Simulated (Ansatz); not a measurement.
CdTe (zinc blende, F-43m), LDA (plane waves, PAW; program Ansatz). The conduction-band minimum lies at Γ, with 1 equivalent valley. Second derivatives d²E/dk² of the lowest band at one valley (eV·Å²), along Cartesian directions:

```json
[
 {"direction": "[100]", "d²E/dk²": "151.8"},
 {"direction": "[010]", "d²E/dk²": "151.8"},
 {"direction": "[001]", "d²E/dk²": "151.8"},
 {"direction": "[110]", "d²E/dk²": "151.7"},
 {"direction": "[101]", "d²E/dk²": "151.7"},
 {"direction": "[011]", "d²E/dk²": "151.7"}
]
```

**Question.** Find the principal effective masses, the density-of-states mass and the conductivity mass.

**Answer.** Off-diagonal terms follow from H_xy = H[110] − (H_xx + H_yy)/2, and m*/mₑ = 7.620 eV·Å² over each eigenvalue: 0.050, 0.050, 0.050. One valley's DOS mass (m₁m₂m₃)^(1/3) = 0.050, conductivity mass 3/(Σ 1/mᵢ) = 0.050 mₑ.

**Question.** What effective density of states Nc follows at 300 K for parabolic valleys?

**Answer.** Nc = 2.509e19 × 1 × (0.050)^(3/2) ≈ 2.8e17 cm⁻³.

The LDA relaxation kept the symmetry of its start. Spin–orbit coupling is left out wherever it is not named.

Potentials: the earlier of the program's two PAW sets. The files were generated under PBE; for other functionals the program regenerates the frozen cores, and for LDA and PBEsol the local potential too.

Edges and masses are those of Kohn–Sham bands, whose gap is no quasiparticle gap.
